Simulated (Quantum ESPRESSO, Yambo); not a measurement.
RhCuO2 (space group R-3m, No. 166) under isotropic strain of -0.7 % on all lattice vectors. The PBEsol cell relaxed from Materials Project entry mp-14116 was given an isotropic strain of -0.7 % on all lattice vectors, and the atoms were relaxed again. Chain: norm-conserving PBEsol (Quantum ESPRESSO, 92 Ry, no spin-orbit coupling); G0W0 in Yambo (4×4×4 Γ-centred k mesh, bands 9 to 101 and a 8 Ry block in the screening, 101 bands in G with the Bruneval-Gonze terminator, plasmon pole fitted at 27.2 eV); BSE (8×8×8 mesh, 5 valence and 3 conduction bands, static screening with 40 bands and a 4 Ry block, scissor 0.72 eV, Tamm-Dancoff).

| Item | Value |
|---|---|
| PBEsol gap (dense path) | 0.72 eV |
| PBEsol gap F → (0.25, -0.5, -0.5) on the GW mesh | 1.21 eV |
| PBEsol smallest direct gap on the GW mesh, at (0.25, -0.5, -0.5) | 1.26 eV |
| G0W0 direct gap at that point | 1.97 eV |
| G0W0 correction to the gap F → (0.25, -0.5, -0.5) | 0.75 eV |
| lowest exciton | no binding energy given (see below) |

Rough cost of the Yambo steps against G0W0 for 6 states: BSE within a factor of two.

Convergence of the G0W0 settings was not tested. Oxides, nitrides and fluorides with a shallow 3d shell are known to need far more bands and larger blocks. The mesh misses a band edge: along a dense path the PBEsol gap is 0.72 eV against 1.21 eV on the mesh. The BSE states are vertical excitations (zero momentum); the indirect quasiparticle gap, about 1.46 eV, is smaller than the direct one (1.97 eV on the GW mesh). The run can't give a binding energy: the direct gap on its mesh, 1.97 eV, isn't the smallest one (1.77 eV from the band path plus the scissor). Axes are Cartesian, with cell vectors (Å) (1.52, 0.88, 5.60), (-1.52, 0.88, 5.60), (0.00, -1.76, 5.60).

Spin-orbit splittings are left out. The 3d shell has no Hubbard U; the runs are without spin polarisation, and magnetic order was not tried.
